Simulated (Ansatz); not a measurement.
ZrCuGe:
```yaml
crystal:
  lattice:
    - [6.56051, 0.00000, 0.00000]
    - [0.00000, 3.99495, 0.00000]
    - [0.00000, 0.00000, 7.38127]
  atoms:
    - { symbol: Zr, position: [0.00912, 0.25000, 0.80363] }
    - { symbol: Zr, position: [0.99088, 0.75000, 0.19637] }
    - { symbol: Zr, position: [0.49088, 0.75000, 0.30363] }
    - { symbol: Zr, position: [0.50912, 0.25000, 0.69637] }
    - { symbol: Cu, position: [0.17223, 0.25000, 0.42204] }
    - { symbol: Cu, position: [0.82777, 0.75000, 0.57796] }
    - { symbol: Cu, position: [0.32777, 0.75000, 0.92204] }
    - { symbol: Cu, position: [0.67223, 0.25000, 0.07796] }
    - { symbol: Ge, position: [0.77842, 0.25000, 0.40069] }
    - { symbol: Ge, position: [0.22158, 0.75000, 0.59931] }
    - { symbol: Ge, position: [0.72158, 0.75000, 0.90069] }
    - { symbol: Ge, position: [0.27842, 0.25000, 0.09931] }
```

Relaxed with r²SCAN. Special points in fractions of this cell's reciprocal vectors: Γ (0.000, 0.000, 0.000); X (0.500, 0.000, 0.000); S (0.500, 0.500, 0.000); Y (0.000, 0.500, 0.000); Z (0.000, 0.000, 0.500); U (0.500, 0.000, 0.500); R (0.500, 0.500, 0.500); T (0.000, 0.500, 0.500).

Problem. List the band energies nearest the Fermi level at these points for DFT-r²SCAN in the program Ansatz with PAW potentials.

Solution. In eV from the Fermi level; about four levels below and three above (degenerate sets whole), none deeper than 8.9 eV; points with the same levels are listed once.

```json
[
 {"k": "Γ", "below": "-1.47 -0.83 -0.80 -0.37", "above": "0.14 0.47 0.61"},
 {"k": "X", "below": "-0.63 -0.63 -0.37 -0.37", "above": "0.27 0.27 0.97 0.97"},
 {"k": "S", "below": "-0.26 -0.26 -0.26 -0.26", "above": "2.47 2.47 2.47 2.47"},
 {"k": "Y", "below": "-1.61 -1.61 0.00 0.00", "above": "0.36 0.36 1.47 1.47"},
 {"k": "Z", "below": "-1.01 -1.01 -0.55 -0.55", "above": "0.88 0.88 1.47 1.47"},
 {"k": "U", "below": "-0.83 -0.83 -0.49 -0.49", "above": "0.68 0.68 1.11 1.11"},
 {"k": "R", "below": "-0.34 -0.34 -0.34 -0.34", "above": "2.16 2.16 2.16 2.16"},
 {"k": "T", "below": "-1.75 -1.75 -1.10 -1.10", "above": "0.65 0.65 1.75 1.75"}
]
```

Space group Pnma. The workflow started from a Materials Project entry (that database holds measured and hypothetical structures alike); the Crystallography Open Database copy checked does not list it. Whether it is the stable phase at ambient conditions was not checked. The r²SCAN relaxation kept the symmetry of its start; whether a distortion lowers the energy is not shown. The run is not spin-polarised. Spin–orbit coupling is left out wherever it is not named.

Potentials: the earlier of the program's two PAW sets.
